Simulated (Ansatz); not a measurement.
## Sn: energy along a strain

Sn, Immm, a = 3.461 Å, b = 3.644 Å, c = 3.974 Å. This isn't the element's structure at ambient conditions. Ansatz: PBEsol+D3(BJ), PAW, 420 eV, Γ-centred 24×24×24 mesh on 1 atom, Gaussian smearing 0.15 eV; no spin polarisation. Cell vectors (Å): -1.822 1.730 1.987; 1.822 -1.730 1.987; 1.822 1.730 -1.987. The cell is strained by x per cent times the pattern (0 1 0 0 0 0) in the order xx yy zz yz xz xy (engineering shears), with fractional coordinates held. y is the free energy over the start, V0 = 25.059 Å³/atom.

```tsv
x (%)	y (meV/atom)
-2.00	?
-1.50	1.32
-1.00	0.57
-0.50	0.13
0.00	0.00
0.50	0.16
1.00	0.62
1.50	1.36
1.75	1.84
2.00	2.37
```

Q: Fit y = c1 x + c2 x² + c3 x³ to the other rows, get the stiffness along the pattern, and predict the missing energy.

A: Least squares on the rows shown. y = 0.03577 x + 0.5956 x² − 0.009963 x³. The clamped-ion stiffness p·C·p = 2 × 5.956 eV × 160.2 / 25.059 Å³ = 76 GPa, which is C22 in these axes; c1 is there for the stress left in the start, which by itself gives a slope of 0.03 meV/atom per %. At x = -2.00 the fit asked for gives 2.39 meV/atom. The run gave 2.40 meV/atom, so the fit is 0.01 meV/atom too low, a small miss on the scale of the series.

Cost: 10 runs of about 5.5 core-minutes in all, on Arm Neoverse V1 (shared hosts).